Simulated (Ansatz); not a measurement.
Stationary points along a deformation path in AlNi

The calculation used Ansatz 0.2.0, DFT r2SCAN, scalar-relativistic, plane waves, PAW. Cutoff 500 eV, Γ-centred 20×20×18 k-points, Gaussian smearing of 0.15 eV. No spin polarisation. A magnetic state may lie lower. Energies are free energies at this smearing, counted from the undisturbed cell; pressure is positive in compression.

Zero of the scan (as given, not relaxed at this level; it stands at 0.6 GPa, and it needn't be the usual structure):

```xyz
2
Lattice="1.9387 -1.9532 0.0000 1.9387 1.9532 0.0000 0.0000 0.0000 3.0994" Properties=species:S:1:pos:R:3 pbc="T T T"
Al    0.0000    0.0000    0.0000
Ni    1.9387    0.0000    1.5497
```

At fixed volume and fractional coordinates, lengths along (0.000, 0.000, 1.000) are scaled against those across it; ρ is that ratio over its starting value. V = 11.736 Å³/atom. Δσ is the stress along the axis less the mean stress across it (compression positive).

| ρ | ΔE (meV/atom) | Δσ (GPa) | space group |
| --- | --- | --- | --- |
| 0.800 | 5.8 | 12.19 | Cmmm |
| 0.850 | -18.0 | 4.39 | Cmmm |
| 0.920 | -19.8 | -2.56 | Cmmm |
| 0.960 | -11.9 | -4.87 | Cmmm |
| 1.000 | 0.0 | -7.06 | Cmmm |
| 1.050 | 18.7 | -8.72 | Cmmm |
| 1.100 | 40.5 | -10.53 | Cmmm |
| 1.200 | 94.5 | -15.13 | Cmmm |
| 1.300 | 172.8 | -26.60 | Cmmm |

Q: How does the stress give the slope of the energy, and where is the energy stationary?

A: Along the path d ln(length) is 2/3 d ln ρ on the axis and −1/3 d ln ρ across it, so dE/d ln ρ = −(2/3) V Δσ: the energy falls with ρ where Δσ is positive. Δσ vanishes or changes sign between ρ = 0.850 and 0.920, a minimum (near 0.89 by linear interpolation). Pairs of stationary points between two samples would go unseen, and could change a minimum read from distant neighbours into a maximum.

Q: Integrate that slope from ρ = 1 to 1.200 by the trapezoid rule.

A: With V/N in Å³ and 1 eV/Å³ = 160.2 GPa the slopes at ρ = 1.000, 1.050, 1.100, 1.200 are 345, 426, 514, 739 meV/atom per unit of ln ρ. The steps add 18.8 + 21.9 + 54.5 = 95.2 meV/atom, against 94.5 from the energies; the trapezoid rule misses the curvature of the slope within each step.

Q: Is the start the lowest point of the path?

A: No: ρ = 0.920 lies 19.8 meV/atom lower, with no sampled rise above the start on the way. Volume and inner coordinates are held, so a relaxed structure there would lie lower still.

In a metal these slopes depend on the k mesh and the smearing.

Cost: 9 runs of about 15 core-minutes in all, on Intel Xeon Processor @ 2.50GHz (Skylake/Cascade Lake) (shared hosts).